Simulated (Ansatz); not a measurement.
**Ge: the gap against volume**

Ge, P4_32_12, a = 5.925 Å, c = 6.971 Å. This isn't the element's structure at ambient conditions. Ansatz: PBEsol, PAW, 420 eV, Γ-centred 6×6×6 mesh on 12 atoms, Gaussian smearing 0.02 eV; no spin polarisation. Shape and atoms are relaxed at each volume; x = ln(V/V0) with V0 = 20.392 Å³/atom. The gap is read at the mesh points alone.

```tsv
x	gap y (eV)
-0.0619	?
-0.0305	0.519
0.0000	0.451
0.0296	0.378
0.0583	0.313
```

Problem. Fit a straight line to the other rows, give the volume deformation potential of the gap and its pressure coefficient, and predict the missing gap. B0 = 58.6 GPa.

Solution. Means x = 0.01435, y = 0.41525; Σ(Δx)² = 0.004382, ΣΔxΔy = -0.01023; the slope is their ratio. y = 0.4487 − 2.334 x. The slope is the deformation potential a = dE_g/d ln V = -2.33 eV, and dE_g/dP = −a/B0 = 39.8 meV/GPa. At x = -0.0619 the fit asked for gives 0.593 eV. The run gave 0.534 eV, so the fit is 0.059 eV too high, 27 % of the span of the series, against an rms of 0.001 eV on the fitted rows. The row lies outside the fitted range. With a term in x² added, a fit to the same known rows predicts 0.591 eV, no real gain.

Spin-orbit coupling is left out; it would lift a valence top of Ge p states by 0.1 to 0.15 eV. Semilocal functionals give gaps under the measured ones; changes of the gap mostly carry over better.